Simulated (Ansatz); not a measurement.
Cu (P6_3/mmc), stationary points along a deformation path

Computed with DFT r2SCAN, scalar-relativistic, plane waves, PAW (Ansatz 0.2.0). Cutoff 500 eV, Γ-centred 24×24×8 k-points, Gaussian smearing of 0.15 eV. No spin polarisation. Energies are free energies at this smearing, counted from the undisturbed cell; pressure is positive in compression.

Zero of the scan (relaxed at this level; this form isn't the usual structure):

```xyz
4
Lattice="2.5293 0.0000 0.0000 -1.2647 2.1905 0.0000 0.0000 0.0000 8.2639" Properties=species:S:1:pos:R:3 pbc="T T T"
Cu    0.0000    0.0000    0.0000
Cu    0.0000    1.4603    2.0660
Cu    0.0000    0.0000    4.1320
Cu    1.2647    0.7302    6.1980
```

At fixed volume and fractional coordinates, lengths along (0.000, 0.000, 1.000) are scaled against those across it; ρ is that ratio over its starting value. V = 11.446 Å³/atom. Δσ is the stress along the axis less the mean stress across it (compression positive).

| ρ | ΔE (meV/atom) | Δσ (GPa) | space group |
| --- | --- | --- | --- |
| 0.850 | 102.0 | 23.18 | P6_3/mmc |
| 0.920 | 30.8 | 14.34 | P6_3/mmc |
| 1.000 | 0.0 | 0.16 | P6_3/mmc |
| 1.100 | 40.7 | -18.27 | P6_3/mmc |
| 1.200 | 153.3 | -36.41 | P6_3/mmc |

**Question.** How does the stress give the slope of the energy, and where is the energy stationary?

**Answer.** Along the path d ln(length) is 2/3 d ln ρ on the axis and −1/3 d ln ρ across it, so dE/d ln ρ = −(2/3) V Δσ: the energy falls with ρ where Δσ is positive. Δσ vanishes or changes sign between ρ = 1.000 and 1.100, a minimum (near 1.00 by linear interpolation). Pairs of stationary points between two samples would go unseen, and could change a minimum read from distant neighbours into a maximum.

**Question.** Integrate that slope from ρ = 1 to 1.200 by the trapezoid rule.

**Answer.** With V/N in Å³ and 1 eV/Å³ = 160.2 GPa the slopes at ρ = 1.000, 1.100, 1.200 are -8, 870, 1734 meV/atom per unit of ln ρ. The steps add 41.1 + 113.3 = 154.4 meV/atom, against 153.3 from the energies; the trapezoid rule misses the curvature of the slope within each step.

In a metal these slopes depend on the k mesh and the smearing.

Cost: 5 runs of about 2.4 core-minutes in all, on AMD EPYC 9R45 (Zen 5) (shared hosts).